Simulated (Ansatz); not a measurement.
This cell of NiSi2 (fluorite type, space group Fm-3m) is off equilibrium:

```xyz
3
Lattice="0.0000 2.6949 2.6949 2.6949 0.0000 2.6949 2.6949 2.6949 0.0000" Properties=species:S:1:pos:R:3 pbc="T T T"
Ni     0.0000     0.0000     0.0000
Si     1.3474     1.3474     1.3474
Si     3.5290     4.0423     4.0423
```

Level of theory: PBEsol (plane waves to 420 eV, PAW, scalar-relativistic; Ansatz, a program for electronic structure). k mesh 12×12×12 (Γ-centred), Fermi-Dirac smearing 0.05 eV. E stands for the smeared free energy. Stress and pressure are positive under compression. With partly filled bands, energies and forces of such displacements shift with the k mesh and the smearing. On this mesh the relaxed cell isn't quite at rest: it carries a pressure of -0.1 GPa (compression positive) at the zero of the scan. NiSi2 is run without spin polarisation. NiSi2 was relaxed with its symmetry unable to fall. The PAW data are Ansatz's earlier set.

Question: What forces act on the atoms (eV/Å, Cartesian)?

Answer: 
| atom | Fx | Fy | Fz |
|---|---|---|---|
| Ni1 | -1.954 | 0.000 | 0.000 |
| Si2 | -3.271 | 0.000 | 0.000 |
| Si3 | 5.224 | 0.000 | 0.000 |

Question: What is the stress tensor (GPa)?

Answer: 
```
   25.9      0.0      0.0
    0.0      9.9    -15.8
    0.0    -15.8      9.9
```
The pressure, a third of the trace, is 15.3 GPa.

Question: In it atom 3 sits (-0.513, 0.000, 0.000) Å away from its relaxed site. What is its energy relative to the relaxed cell?

Answer: 1204 meV/cell.

(A displaced cell: forces are minus the slopes of the energy, force constants its curvatures, and phonons follow from these.)
